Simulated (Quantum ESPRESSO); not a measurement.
# Li$_{2}$Se: magnetic shieldings

```
Li2Se
1.0
    0.00000     2.97605     2.97605
    2.97605     0.00000     2.97605
    2.97605     2.97605     0.00000
Li Se
2 1
Direct
  0.75000   0.75000   0.75000
  0.25000   0.25000   0.25000
  0.00000   0.00000   0.00000
```
The cell comes from the Materials Project (a computed structure). It is Li2Se in Fm-3m; whether this form has been observed was not checked. Stability against distortions was not tested.

Shieldings are absolute and leave out the bulk-susceptibility term; a larger σ means a smaller chemical shift. By our sweeps, such settings leave a few ppm in absolute σ on light atoms and up to some 20 ppm from Zn on. No spin–orbit coupling; Se is the heaviest element present. No d partial waves on Se: the paramagnetic term there is incompletely reconstructed.

Problem. What do the calculations give at each independent site (shieldings by PBE GIPAW (a modified build of Quantum ESPRESSO, JTH PAW datasets), 20 Ha, k-mesh 5×5×5 shifted, f-sum rule met within 0.001 %)?

Solution. 
```
site             site symmetry  σ_iso (ppm)
---------------  -------------  -----------
Li (atoms 1, 2)           -43m           77
Se (atom 3)               m-3m         2440
```
